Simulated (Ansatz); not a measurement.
Computed with DFT PBE, scalar-relativistic, plane waves, PAW in Ansatz 0.2.0. All cells share a 420 eV cutoff and Γ-centred k meshes spaced at most about 0.3 Å⁻¹ (about 0.25 or finer for metals, 2π included). No spin polarisation in the final relaxations.

These are static total energies at zero pressure.

Compare these two cells of KCd₂P₂, each relaxed at this level.

A. Space group I4/mmm (No. 139), tetragonal, a = 4.480 Å, c = 11.936 Å. K is surrounded by 8 P at 3.48 Å and 8 Cd at 3.73 Å; Cd is surrounded by 4 P at 2.73 Å, 4 Cd at 3.17 Å and 4 K at 3.73 Å; P is surrounded by 4 Cd at 2.73 Å, 1 P at 2.86 Å and 4 K at 3.48 Å.

B. Space group Fmmm (No. 69), orthorhombic, a = 6.525 Å, b = 7.295 Å, c = 10.422 Å. K has 8 P at 3.57 Å and 10 Cd at 3.58–3.93 Å; Cd is surrounded by 4 P at 2.70 Å, 1 Cd at 2.94 Å and 5 K at 3.58–3.93 Å; P has 4 Cd at 2.70 Å, 2 P at 3.26 Å and 4 K at 3.57 Å.

Question: Which would you expect to be lower, and how large is the difference?

Answer: A is lower, by 162 meV/atom. A has the ThCr2Si2 type, space group I4/mmm (No. 139), 24.0 Å³/atom and no gap on its mesh; B has space group Fmmm (No. 69), 24.8 Å³/atom and no gap. The denser one is the lower, and pressure would at first widen the difference. Both come from invented guesses. A third cell relaxed alike, in P-3m1, lies 18 meV/atom below the lower of the two.

In I4/mmm, Fmmm an odd number of electrons in the primitive cell allows no gap without spin; a larger cell or a magnetic state could open one. A magnetic state wasn't ruled out in cells without spin, among them I4/mmm, Fmmm. With atoms moved at random, I4/mmm came back. Other cells relaxed within their symmetry can be saddle points.
